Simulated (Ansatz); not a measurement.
**Bi2S3: ²⁰⁹Bi nuclear quadrupole resonance**

Cell: an entry of the Crystallography Open Database (COD; perhaps a calculated or model structure), its atoms then relaxed with PBE in this cell.

```cif
data_Bi2S3
_symmetry_space_group_name_H-M 'Pnma'
_symmetry_Int_Tables_number 62
_cell_length_a 11.3050
_cell_length_b 3.9810
_cell_length_c 11.1470
_cell_angle_alpha 90.000
_cell_angle_beta 90.000
_cell_angle_gamma 90.000
loop_
_atom_site_label
_atom_site_type_symbol
_atom_site_symmetry_multiplicity
_atom_site_Wyckoff_symbol
_atom_site_fract_x
_atom_site_fract_y
_atom_site_fract_z
Bi1 Bi 4 c 0.5124 0.2500 0.1753
Bi5 Bi 4 c 0.6626 0.7500 0.4684
S9 S 4 c 0.6225 0.7500 0.0560
S13 S 4 c 0.7163 0.2500 0.3071
S17 S 4 c 0.4504 0.7500 0.3706
```

One atom of each set is listed.

Method: Kohn–Sham DFT in Ansatz, r2SCAN, plane waves and PAW, scalar-relativistic, 500 eV cutoff, Γ-centred 3×7×3 k-points, Fermi–Dirac smearing 0.02 eV.

²⁰⁹Bi: I = 9/2, Q = -516.0 mb (year-2017 value). Static lattice, zero field.

Question: At which frequencies do the ²⁰⁹Bi NQR lines lie?

Answer: For I = 9/2 and η = 0 the lines are |C_Q|/24 times 1, 2, 3 and 4; η shifts the lowest up most. At large η the states mix, and weaker lines appear at sums of the main ones; lines under 5 % of the strongest are left out.

| site | atoms | V_zz (10²¹ V/m²) | C_Q (MHz) | η | line frequencies (MHz) |
| --- | --- | --- | --- | --- | --- |
| Bi1 | 4 | 8.25 | -103 | 0.97 | 10.5, 10.8, 15.4, 15.8, 21.2 |
| Bi5 | 4 | -21.0 | 262 | 0.08 | 11.6, 21.7, 32.8, 43.7 |

Spin–orbit coupling is left out, which shifts gradients on Bi by a few per cent, and by more where contributions nearly cancel. Newer work puts Q(²⁰⁹Bi) near −420 mb, which would lower these couplings by about a fifth.

The run took 1.7 min of wall time (3.3 min of CPU time) and 2.4 GiB at its peak, on 2 threads of Arm Neoverse V2 (aarch64; 8 cores open to the job, memory cap 5.0 GiB, no GPU), a shared host with a load of 0.5 a core.
